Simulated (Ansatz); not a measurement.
Relaxation of a generated trial cell of Sb2Se3 in the stibnite structure type; 20 atoms in the cell, which starts as Pnma (No. 62), oP20; a = 11.888 Å, b = 4.035 Å, c = 11.828 Å, α = β = γ = 90.00°. The numbers are results of PBEsol (plane waves to 420 eV, PAW, scalar-relativistic; Ansatz, a quantum-chemistry and plane-wave program), not measurements. Γ-centred k-mesh 2×5×2 on the run's cell (coarser than for final values), Fermi–Dirac smearing 0.05 eV. This is the first round of the run. 

The optimiser's lines from the output (shortened; P is positive under compression):

```
relax step   1: F+E_penalty+E_count = -116359.94607278 eV  Δ(F+E_penalty+E_count) = +0.000e0 eV  max|allowed force component| = 3.288e-1 eV/Å  Δτ_max = 0.0000 Å  P = -1.065 GPa  Ω = 567.412 Å³  (8 SCF iters, dr2 threshold 1.00e-7 eV, accepted)
relax step   2: F+E_penalty+E_count = -116359.95820811 eV  Δ(F+E_penalty+E_count) = -1.214e-2 eV  max|allowed force component| = 6.391e-1 eV/Å  Δτ_max = 0.1933 Å  P = +2.092 GPa  Ω = 512.257 Å³  (8 SCF iters, dr2 threshold 2.00e-6 eV, accepted)
relax step   3: F+E_penalty+E_count = -116360.28281618 eV  Δ(F+E_penalty+E_count) = -3.246e-1 eV  max|allowed force component| = 1.252e-1 eV/Å  Δτ_max = 0.0808 Å  P = -0.015 GPa  Ω = 536.405 Å³  (7 SCF iters, dr2 threshold 2.00e-6 eV, accepted)
relax step   4: F+E_penalty+E_count = -116360.29829484 eV  Δ(F+E_penalty+E_count) = -1.548e-2 eV  max|allowed force component| = 1.167e-1 eV/Å  Δτ_max = 0.0138 Å  P = +0.058 GPa  Ω = 534.785 Å³  (5 SCF iters, dr2 threshold 9.79e-7 eV, accepted)
relax step   5: F+E_penalty+E_count = -116360.30684130 eV  Δ(F+E_penalty+E_count) = -8.546e-3 eV  max|allowed force component| = 1.168e-1 eV/Å  Δτ_max = 0.1051 Å  P = +0.035 GPa  Ω = 527.907 Å³  (7 SCF iters, dr2 threshold 8.50e-7 eV, accepted)
relax step   6: F+E_penalty+E_count = -116360.31720283 eV  Δ(F+E_penalty+E_count) = -1.036e-2 eV  max|allowed force component| = 2.552e-2 eV/Å  Δτ_max = 0.0268 Å  P = -0.015 GPa  Ω = 531.219 Å³  (6 SCF iters, dr2 threshold 8.53e-7 eV, accepted)
relax step   7: F+E_penalty+E_count = -116360.31884655 eV  Δ(F+E_penalty+E_count) = -1.644e-3 eV  max|allowed force component| = 4.051e-3 eV/Å  Δτ_max = 0.0121 Å  P = -0.003 GPa  Ω = 530.980 Å³  (6 SCF iters, dr2 threshold 4.07e-8 eV, accepted)
relax step   8: F+E_penalty+E_count = -116360.31282474 eV  Δ(F+E_penalty+E_count) = +6.022e-3 eV  max|allowed force component| = 4.008e-3 eV/Å  Δτ_max = 0.0000 Å  P = -0.002 GPa  Ω = 530.980 Å³  stress off target by 7.60e-3 GPa  SCF on the basis re-selected at this cell (its energy is not comparable with the rows above)  (7 SCF iters)
```

From the first to the last row the energy changes by -0.02 eV/atom and the volume by -6.4 %. The last row is marked as not comparable with the walk above it, whose basis was carried along; it does compare with step 1, since both stand on a basis selected at the nominal cutoff for their own cell.

Later rounds, restarted from the end of this one on a renewed k-mesh, logged 5 more steps and released under 0.01 eV/atom more. The final structure after all rounds: Pnma (No. 62), oP20, AFLOW prototype A3B2_oP20_62_3c_2c (D5_8, as in Sb2S3); a = 11.793 Å, b = 3.978 Å, c = 11.317 Å, α = β = γ = 90.00°. Between re-selections the logged energies stand on a plane-wave basis carried along with the cell. No spin polarisation in the result.

The run could not lose the symmetry of its start.

The first start was generated by placing the elements on the sites of a structure type. A measured structure of Sb2Se3 has the same space group, Pnma (No. 62); the sites were not compared with it.
